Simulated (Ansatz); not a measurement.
Sheets of one type (V2Se2O-type), the program Ansatz at the PBE level (PAW); HSE06 gaps on those cells.

```json
[
 {"layer": "Nb2OSeTe", "a (Å)": "4.125", "thickness (Å)": "3.86"},
 {"layer": "Cr2OSeTe", "a (Å)": "…", "thickness (Å)": "…"},
 {"layer": "Cr2OSSe", "a (Å)": "3.866", "thickness (Å)": "3.20"},
 {"layer": "V2OSeTe", "a (Å)": "3.913", "thickness (Å)": "3.70"}
]
```

Problem. Complete the blanks.

Solution. 
- Cr2OSeTe, a (Å): 3.926
- Cr2OSeTe, thickness (Å): 3.58

Spin orders computed, not proven ground states: Cr2OSeTe, V2Se2O-type layer antiferromagnetic; Cr2OSSe, V2Se2O-type layer antiferromagnetic; V2OSeTe, V2Se2O-type layer antiferromagnetic. Began spin-polarised and lost the moments: Nb2OSeTe, V2Se2O-type layer. All cells were relaxed under the symmetry of their starts (and spin orders); stability against distortions was not tested throughout. No Hubbard U is applied. Spin–orbit coupling is left out wherever it is not named. Constructed layers (a layer type filled with these elements): Nb2OSeTe, V2Se2O-type layer; Cr2OSeTe, V2Se2O-type layer; Cr2OSSe, V2Se2O-type layer; V2OSeTe, V2Se2O-type layer.

Potentials: the later of the program's two PAW sets.
